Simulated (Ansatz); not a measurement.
Input and command of a plane-wave DFT calculation in Ansatz:

```yaml
crystal:
  lattice:
    - [0.0, 1.8376049598, 1.8376049598]
    - [1.8376049598, 0.0, 1.8376049598]
    - [1.8376049598, 1.8376049598, 0.0]
  atoms:
    - { symbol: C, position: [0.0, 0.0, 0.0] }
    - { symbol: C, position: [0.25, 0.25, 0.25] }
basis:
  ecutwfc: 500
kpoints:
  mp_grid: { grid: [12, 12, 12] }
hamiltonian:
  xc: r2scan
scf:
  occupations: { method: gaussian, width: 0.02 }
output:
  forces: true
  stress: true
  eigenvalues: true
```

```bash
ansatz run input.yaml --threads 1 --pin off --max-ram 2560MiB --backend cpu --events-out ev --progress --plain --runs-dir out
```

Processor: Intel(R) Xeon(R) Processor @ 2.50GHz (Skylake/Cascade Lake), 1 thread, on a host shared with other jobs.

**Question.** Estimate time, memory and problem size.

**Answer.** About 2.8 s on 1 thread of Intel(R) Xeon(R) Processor @ 2.50GHz (Skylake/Cascade Lake), on a shared host, peak memory 0.31 GiB. It solves 8 bands at 72 k points (the mesh reduced by symmetry) with about 331 plane waves, in 6 SCF iterations.
